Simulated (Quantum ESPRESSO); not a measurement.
W4Mg4, one composition in several site orders

Simulated, not a measurement. The program is pw.x of Quantum ESPRESSO 7.5 (plane-wave density functional theory). The cell is made up: eight metal atoms on a face-centred cubic lattice, with elements, volume, strain and displacements drawn at random and not relaxed, so it may be unstable or far from any real phase. PseudoDojo standard norm-conserving files set the functional (PBE unless stated); there is no spin polarisation or spin-orbit coupling, the Fermi-Dirac width of 0.25 eV means electrons at about 2900 K, and the masses in the input are unused placeholders. Heavy elements are run without spin-orbit coupling, which real alloys of them have. A spin test at this wide smearing found no moment, but such smearing suppresses magnetism that the real alloy may have.

The runs put one composition on the sites in different orders. Cell, positions, cutoff, mesh and smearing stay as in the input of run 1; sites are counted in its order. Stress in the tables is positive in tension.

Input of run 1:

```
&control calculation='scf', pseudo_dir='./dojo.nc.sr.pbe.v0_5.standard.upf', outdir='./o', disk_io='minimal', tprnfor=.true., tstress=.true. /
&system ibrav=0, nat=8, ntyp=2, nbnd=61, ecutwfc=84.00895049, nosym=.true., tot_charge=0,
 occupations='smearing', smearing='fd', degauss=0.0183746611
/
&electrons conv_thr=1.470e-08, electron_maxstep=70, mixing_beta=0.5 /
ATOMIC_SPECIES
Mg 1.0 Mg.upf
W 1.0 W.upf
CELL_PARAMETERS angstrom
2.1401 4.2802 2.1401
0.0 4.2802 -4.2802
-4.2802 4.2802 0.0
ATOMIC_POSITIONS angstrom
W -0.1233 -0.0746 -0.0931
Mg -2.1425 2.0481 0.0423
W 0.0674 2.1889 -2.1752
W -1.9802 4.3299 -2.1768
Mg 0.0864 4.3017 -0.0073
Mg -2.1699 6.4125 0.0184
Mg -0.0159 6.2339 -2.1954
W -2.1493 8.5236 -2.2572
K_POINTS automatic
5 5 5 1 1 1
```

| run | elements on sites 1 to 8 | free energy less that of run 1 (eV) | -TS (eV) | pressure (GPa) | stress xx (GPa) | stress yy (GPa) | stress zz (GPa) | stress yz (GPa) | stress xz (GPa) | stress xy (GPa) | iterations |
| --- | --- | --- | --- | --- | --- | --- | --- | --- | --- | --- | --- |
| 1 | W Mg W W Mg Mg Mg W | 0.000 | -1.439 | -12.86 | 13.84 | 12.08 | 12.65 | -1.47 | -0.98 | -0.73 | 12 |
| 2 | W Mg W Mg W W Mg Mg | -0.674 | -1.330 | -12.82 | 11.50 | 13.72 | 13.23 | 1.40 | 4.27 | -0.18 | 12 |
| 3 | Mg Mg W Mg W W Mg W | -0.517 | -1.386 | -13.19 | 13.21 | 14.33 | 12.04 | -0.67 | -1.08 | 0.29 | 12 |
| 4 | W Mg W Mg W Mg Mg W | -0.491 | -1.363 | -12.75 | 12.57 | 11.10 | 14.58 | -0.31 | 0.94 | 3.17 | 12 |

Forces Fx Fy Fz (eV/Å):

| site | run 1 | run 2 | run 3 | run 4 |
| --- | --- | --- | --- | --- |
| 1 | 1.42 0.54 1.55 | 0.84 -0.98 -1.60 | 1.12 -0.02 -0.20 | 0.53 0.26 -0.16 |
| 2 | 0.05 0.58 -0.60 | -0.11 0.53 -0.90 | -0.23 0.72 -0.89 | 0.07 0.48 -0.58 |
| 3 | 0.23 0.16 -0.72 | -0.61 0.26 1.36 | 0.73 -0.21 1.08 | -0.29 0.10 -0.12 |
| 4 | -1.01 -1.51 -0.80 | -0.93 -0.74 0.64 | -1.32 -0.88 0.69 | -1.01 -0.69 0.27 |
| 5 | -0.28 -0.16 -0.35 | 1.28 0.34 0.32 | -0.20 -0.42 -0.36 | 0.99 -0.62 0.82 |
| 6 | 0.14 -0.10 -0.54 | -1.06 -0.31 -0.34 | -0.62 -0.58 -1.12 | -0.09 -0.21 -0.23 |
| 7 | 0.50 1.01 0.27 | 0.64 0.86 0.31 | 0.57 1.16 0.46 | 0.63 1.02 0.03 |
| 8 | -1.05 -0.53 1.19 | -0.04 0.04 0.22 | -0.04 0.23 0.34 | -0.83 -0.34 -0.04 |

The sites are displaced and not relaxed, so the energy differences mix bonding between neighbours with strain and are not ordering energies. A rerun of one cell of this series at a higher cutoff and on a denser mesh moved values by no more than 0.002 eV in energy, 0.02 GPa in stress and 0.003 eV/Å in force, and a second program with other atomic files agreed on that cell to 2 % rms in force and 0.5 GPa in pressure.